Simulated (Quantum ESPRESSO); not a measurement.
## Electric field gradients in CsRb3Cl4 (changed cell)

```xyz
8
Lattice="6.8185 0.0000 0.0000 0.0000 6.8185 0.0000 0.0000 0.0000 6.8185" Properties=species:S:1:pos:R:3 pbc="T T T"
Cs     0.0000     0.0000     0.0000
Cl     3.4092     0.0000     0.0000
Rb     0.0000     3.4092     3.4092
Cl     3.4092     3.4092     3.4092
Rb     3.4092     0.0000     3.4092
Cl     0.0000     0.0000     3.4092
Rb     3.4092     3.4092     0.0000
Cl     0.0000     3.4092     0.0000
```
The cell was made here from a computed Materials Project entry: one of 4 Rb replaced by Cs, cell and atoms relaxed (PBE without dispersion, pw.x of a modified build of Quantum ESPRESSO, symmetry kept). The parent is RbCl in Fm-3m. The swapped cell is a model, not a known phase. Stability against distortions was not tested.

Computed: field gradients by the PAW reconstruction of the field gradient on a scalar-relativistic PBE ground state (Quantum ESPRESSO, JTH datasets), 25 Ha, k-mesh 4×4×4 through Γ.

| site | site symmetry | Vzz (a.u.) | η_Q | ∣C_Q∣ (MHz) |
|---|---|---|---|---|
| Cs (atom 1) | m-3m | 0 | – | 0 (¹³³Cs) |
| Cl1 (atoms 2, 6, 8) | 4/mmm | -0.135 | 0.00 | 2.59 (³⁵Cl) |
| Rb (atoms 3, 5, 7) | 4/mmm | under 0.02 | – | under 1.3 (⁸⁵Rb) |
| Cl2 (atom 4) | m-3m | 0 | – | 0 (³⁵Cl) |

Quadrupole moments taken as inputs (sizes, barn, from the tables of PySCF and pymatgen): ¹³³Cs 0.00343, ³⁵Cl 0.0817, ⁸⁵Rb 0.276.

Principal values are ordered |Vxx| ≤ |Vyy| ≤ |Vzz|, η = (Vxx − Vyy)/Vzz, and C_Q = eQVzz/h is given by its size. Cores are frozen. Against all-electron runs on small test molecules, this scheme's |Vzz| missed by −3 to −9 % on Cl. The structure is static (0 K, no zero-point motion).
